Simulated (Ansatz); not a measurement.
LaN (zinc blende, F-43m) under volume change, DFT-r²SCAN in the program Ansatz with PAW potentials, scaled uniformly.

| V (Å³/atom) | E − E(relaxed) (meV/atom) | P (GPa) |
|---|---|---|
| 20.025 | ___ | ___ |
| 20.685 | 24.4 | 6.21 |
| 21.345 | 5.8 | 2.89 |
| 22.005 | 0.0 | 0.00 |
| 22.665 | ___ | ___ |
| 23.326 | 20.3 | -4.72 |
| 23.986 | 43.8 | -6.63 |

Fill in the missing entries.


- 20.025, E − E(relaxed) (meV/atom): 57.7
- 20.025, P (GPa): 10.02
- 22.665, E − E(relaxed) (meV/atom): 5.3
- 22.665, P (GPa): -2.52

What does a third-order Birch–Murnaghan fit give for V₀, B₀ and B′?

V₀ = 22.01 Å³/atom, B₀ = 89.8 GPa, B′ = 3.6.

The start of the workflow was typed in or built on a structure type; neither database checked (COD, Materials Project) lists it. COD files the formula under space group No. 225. Its standing as an ambient phase is unchecked. The r²SCAN relaxation kept the symmetry of its start; its stability against distortions is not shown here. Spin–orbit coupling is left out wherever it is not named.

Potentials: the earlier of the program's two PAW sets.
